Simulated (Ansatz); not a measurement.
**Rh: strain energy, fitted**

Rh, P6_3/mmc, a = 2.675 Å, c = 8.727 Å. This isn't the element's structure at ambient conditions. Ansatz: PBEsol, PAW, 420 eV, Γ-centred 24×24×6 mesh on 4 atoms, Gaussian smearing 0.10 eV; no spin polarisation. Series: biaxial strain in the a-b plane, c and atoms relaxed; x is the strain in per cent. y is the free energy over the unstrained cell, V0 = 13.525 Å³/atom.

```
x (%) y (meV/atom)
 -3.0             ?
 -2.0         22.24
 -1.0          5.34
  0.0          0.00
  1.0          4.93
  2.0         18.85
  3.0         40.52
```

Question: Fit y = c2 x² + c3 x³ to the other rows, turn c2 into a modulus, and predict the missing energy.

Answer: Least squares on the rows shown. y = 5.1365 x² − 0.21149 x³. In eV per unit strain² c2 is 51.36; M is the biaxial modulus (E = M V0 ε²): 51.36 × 160.2 / (13.525) = 608 GPa. At x = -3.0 the fit asked for gives 51.94 meV/atom. The run gave 52.14 meV/atom, so the fit is 0.20 meV/atom too low, 0.38 % of the span of the series, against an rms of 0.005 meV/atom on the fitted rows. The row lies outside the fitted range. With a term in x⁴ added, a fit to the same known rows predicts 51.96 meV/atom, no real gain.